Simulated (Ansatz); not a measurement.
Input file for Ansatz (an electronic-structure program):

Ansatz 0.2 input:
```yaml
crystal:
  lattice:
    - [4.0318255138, 0.0, 0.0]
    - [0.0, 4.0318255138, 0.0]
    - [0.0, 0.0, 14.0254532922]
  atoms:
    - { symbol: La, position: [0.5, 0.0, 0.5891896163] }
    - { symbol: La, position: [0.0, 0.5, 0.4108103837] }
    - { symbol: Bi, position: [0.0, 0.5, 0.8691993158] }
    - { symbol: Bi, position: [0.5, 0.0, 0.1308006842] }
    - { symbol: S, position: [0.5, 0.0, 0.8903078358] }
    - { symbol: S, position: [0.0, 0.5, 0.1096921642] }
    - { symbol: S, position: [0.0, 0.5, 0.6917841186] }
    - { symbol: S, position: [0.5, 0.0, 0.3082158814] }
    - { symbol: O, position: [0.0, 0.0, 0.5] }
    - { symbol: O, position: [0.5, 0.5, 0.5] }
kpoints:
  mp_grid: { grid: [7, 7, 2] }
hamiltonian:
  xc: r2scan
  dispersion: d4
  pseudopotentials: { azcp: { folder: ./paw }, kind: paw }
scf:
  occupations: { method: fixed }
checkpoint: { read: static.run }
output: { write_density: true, elf: true, volumetric_format: npy }
basis: { fft_grid_basis: typed }
```

Output (shortened):

```
Pseudopotential: La, paw, valence charge 11
Pseudopotential: Bi, paw, valence charge 15
Pseudopotential: S, paw, valence charge 6
Pseudopotential: O, paw, valence charge 6
Functional definition: r2SCAN
Crystal: 10 atoms, lattice volume = 227.992 Å³
Basis set: ecut = 500 eV, 5843 PW (Γ), exchange–correlation on 120×120×432 points (64 copies of the dense FFT grid, shifted against one another)
Bands: 54, of which v1, the nominal top of the filled ones, is band 44 counted from 1 (43 counted from 0)
Symmetry: 16 space group operations
Space group: P4/nmm (ITA 129), of the structure as read, at distance tolerance 6.1e-5 Å
k-points: 20 of 98
Stability of the state it starts from, as read at its close in the unpolarized treatment …
iter 1 solved again at ethr=6.58e-7 eV; its pass at ethr=3.10e-3 eV (dr2=5.79e-4 eV) is discarded
SCF iter   1: F=—  HF=-42132.333583 eV  |F-HF|=—  |Δ(HF+E_count)|=         —  Δρ=2.15e-6  dr2=1.72e-8  dr2_τ=6.80e-10  ethr=6.58e-7  ⟨swp⟩=3.6  Hψ=7323  notcnv=0  defer=159
preconditioner: auto → Resta (q_TF=auto, 2.328 Å⁻¹)
SCF iter   2: F=—  HF=-42132.333621 eV  |F-HF|=—  |Δ(HF+E_count)|=   3.73e-5  Δρ=1.62e-6  dr2=1.16e-8  dr2_τ=1.19e-9  ethr=1.96e-11  ⟨swp⟩=24.3  Hψ=7466  notcnv=0
SCF iter   3: F=-42132.333621 eV  HF=-42132.333621 eV  |F-HF|=2.52e-9  |Δ(HF+E_count)|=   1.88e-9  Δρ=8.50e-7  dr2=3.16e-9  dr2_τ=1.27e-10  ethr=1.31e-11  ⟨swp⟩=1.4  Hψ=2212  notcnv=0
the search or the solves at the SCF's close seem to have found levels that the self-consistency loop had missed (the run counts 1) …
SCF 1 converged in 3 iterations: F = -42132.333621 eV  dr2 = 3.16e-9
SCF converged after 3 iterations
Free energy (F): -42132.333621 eV
Harris-Foulkes:  -42132.333621 eV  (|F-HF|=2.52e-9)
Internal energy: -42132.333621 eV  (E = F + TS)
E sigma→0 (E₀):  -42132.333621 eV
Fermi energy:    7.817962 eV
--- Per-component energies (eV) ---
  E_band       = -355.538142
  E_kinetic    = 1638.283911
  E_local      = -5120.661114  (includes V_loc(G=0)·N_el)
  E_nonlocal   = 1230.031012
  E_hartree    = 1936.891102
  E_xc         = -1035.443849
  E_vxc        = -1165.889363  (∫ρ·V_xc dr)
  E_paw        = -35047.403166  (= ΣΔE_a)
  E_vpaw       = -875.670909  (= ΣTr[D̂ρ^β])
  E_aug_tail   = 0.000791  (compensation charges beyond the density's cutoff)
  E_vtau       = 64.584839  (kinetic-family band-sum trace: ∫τ·v_τ [+ j·A + Jᵃ·Aᵃ] dr)
  E_ewald      = -5734.197753
  E_disp       = -1.218775  (pairwise vdW)
  E_core_change = 1.384220  (= ΣΔE_core)
  E_smearing   =  0.000000  (= −TS)
  E_closure    = 0.000000  (closes the sum)
  Σ components = -42132.333621   (vs F -42132.333621, Δ=0.00e0)
  [band-id]    e_kinetic+e_local+e_nonlocal+2·e_hartree+e_vxc+e_vpaw+e_augmentation_tail+e_vtau = -355.538629   (vs E_band -355.538142, Δ=-4.87e-4)
--- Band table (eV; the first three rows and the last of 20) ---
  k-point 0: bands = ["-23.4920", "-23.2674", "-15.6853", "-15.6844", "-15.6468", "-15.6460", "-15.6080", "-15.6041", "-15.5502", "-15.5502", "-15.5467", "-15.5467", "-10.6385", "-9.3649", "-6.8656", "-6.8656", "-6.6829", "-6.4255", "-6.4074", "-6.4074", …
  k-point 1: bands = ["-23.4920", "-23.2674", "-15.6853", "-15.6844", "-15.6468", "-15.6460", "-15.6080", "-15.6041", "-15.5502", "-15.5502", "-15.5467", "-15.5467", "-10.6385", "-9.3649", "-6.8656", "-6.8656", "-6.7203", "-6.4074", "-6.4074", "-6.2810", …
  k-point 2: bands = ["-23.4709", "-23.2679", "-15.6807", "-15.6799", "-15.6500", "-15.6493", "-15.6046", "-15.6011", "-15.5518", "-15.5498", "-15.5488", "-15.5467", "-10.6654", "-9.6251", "-6.8326", "-6.8160", "-6.6334", "-6.4727", "-6.4183", "-6.1991", …
  k-point 19: bands = ["-23.2802", "-23.2687", "-15.6914", "-15.6914", "-15.6367", "-15.6366", "-15.5788", "-15.5786", "-15.5586", "-15.5585", "-15.5538", "-15.5536", "-10.9622", "-10.9262", "-6.9701", "-6.8487", "-6.8117", "-6.7209", "-4.9131", "-4.9073", …
```

Cost: very roughly 40 core-seconds on shared cores.

The first step of the workflow began from a Materials Project structure, measured or hypothetical; the Crystallography Open Database copy checked does not list it. Whether it is the stable phase at ambient conditions was not checked. Symmetry was held in the r²SCAN+D4 relaxation. At this level the phase is dynamically unstable (imaginary phonons). Spin–orbit coupling is left out wherever it is not named.

Potentials: the earlier of the program's two PAW sets.

Ansatz is a plane-wave DFT program.
